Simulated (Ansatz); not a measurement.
As (A7 type, space group R-3m)

```
CELL_PARAMETERS angstrom
      1.87288     1.08131     3.25124
     -1.87288     1.08131     3.25124
      0.00000    -2.16262     3.25124
ATOMIC_POSITIONS crystal
  As 0.23276 0.23276 0.23276
  As 0.76724 0.76724 0.76724
```

Scan: atom 2 (As, nearest neighbour As at 2.518 Å; its periodic images, 3.7 Å or more away, move with it) is displaced along Cartesian [110], direction (0.707, 0.707, 0.000) in Cartesian axes, by s. The other atoms stay.

Computed with PBEsol-D3(BJ) (plane waves to 420 eV, PAW, scalar-relativistic; Ansatz, a first-principles code). k mesh 12×12×12 (Γ-centred), Fermi-Dirac smearing 0.05 eV. E stands for the smeared free energy. Stress and pressure are positive under compression. With partly filled bands, energies and forces of such displacements shift with the k mesh and the smearing. As was relaxed with its symmetry unable to fall. The PAW data are Ansatz's earlier set. ΔE is measured from the undisplaced structure.

Problem. Estimate the ΔE (meV/cell) and P (GPa) for s (Å) = -0.250, -0.150, -0.100, 0.050, 0.250.

Solution. 
```
s (Å)   ΔE (meV/cell)  P (GPa)
------  -------------  -------
-0.250            125      2.4
-0.150             41      0.8
-0.100             18      0.3
0.050               4      0.1
0.250              90      1.9
```

(For displaced atoms, the force is minus the slope of the energy, and its curvature is a force constant, which sets phonon frequencies.)
